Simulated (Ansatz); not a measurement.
A: GaSb (zinc blende), a = b = c = 6.2141 Å, α = β = γ = 90.00°
B: CdTe (zinc blende), a = 6.6186 Å, b = 6.6186 Å, c = 6.6186 Å, α = 90.00°, β = 90.00°, γ = 90.00°
C: AlAs (zinc blende), a = b = c = 5.728 Å, α = β = γ = 90.00°
D: Ta (bcc, W type), a = b = c = 3.320 Å, α = β = γ = 90.00°
E: Cu (fcc, Cu type), a = 3.6288 Å, b = 3.6288 Å, c = 3.6288 Å, α = 90.00°, β = 90.00°, γ = 90.00°

Scan: energy against volume (even scaling of the relaxed cell, symmetry kept). All come from one method, each on a k mesh of its own. All were relaxed with their symmetry unable to fall. At this level the bands of GaSb touch or barely overlap; measurements give the solid a gap. Cu is run without spin polarisation. Spin-orbit coupling is left out. Ta is run without spin polarisation. The PAW data are Ansatz's earlier set.

### Question
Rank these by bulk modulus (fitted) (highest first), as PBE (plane waves to 420 eV, PAW, scalar-relativistic; Ansatz, a quantum-chemistry and plane-wave program) gives it.

### Answer
D (196 GPa), E (141 GPa), C (67.1 GPa), A (44.6 GPa), B (35.0 GPa)

(A scan under strain: stresses follow from slopes of the energy per volume, elastic moduli from its curvatures.)
